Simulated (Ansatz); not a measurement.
Ba3Si (antiAuCu3 structure)

The computed numbers are results of PBE, scalar-relativistic (no spin polarisation) in the plane-wave PAW code Ansatz at 420 eV, 6×6×6 k-mesh, Gaussian smearing of 0.05 eV; PAW files: Ansatz's generated set soft_2.

```
Ba Si
1.0
     5.38336    0.00000    0.00000
     0.00000    5.38336    0.00000
     0.00000    0.00000    5.38336
Ba Si
3 1
Cartesian
  0.0000 2.6917 2.6917
  2.6917 2.6917 0.0000
  2.6917 0.0000 2.6917
  0.0000 0.0000 0.0000
```

This is a trial structure made by placing the elements on a prototype's sites, so it needn't be the stable form.

The cell above was scaled in volume, its shape and atoms being fixed by the lattice's symmetry. Energies are counted from the cell above.

Cell and atoms are those of this level's equilibrium.

```
V (Å³/atom)  ΔE (meV/atom)  P (GPa)
      36.86            7.3     1.16
      37.44            3.8     0.81
      38.22            0.9     0.38
      39.00            0.0     0.00
      39.78            0.8    -0.34
      40.56            3.2    -0.64
      41.73            9.4    -1.04
      42.90           18.3    -1.39
```

Question: What do the points give for the equilibrium volume, the bulk modulus and its pressure derivative (third-order Birch–Murnaghan)?

Answer: V0 = 39.01 Å³/atom, B0 = 17.9 GPa, B0′ = 4.5.

B0·V0 = 17.9 GPa × 39.01 Å³ = 4.36 eV/atom sets the scale: near the minimum ΔE ≈ ½ B0 V0 x², with x = V/V0 − 1, and a pressure of 0.18 GPa squeezes the volume by about 1 %. At the ends of the curve: x = −5.5 % predicts 6.6 meV/atom and the run gives 7.3; x = +10.0 % predicts 21.8 meV/atom and the run gives 18.3. Compression costs more and expansion less than the parabola says, since the crystal stiffens as it shrinks; B0′ measures that.

These numbers lack spin–orbit coupling. The run is a metal.
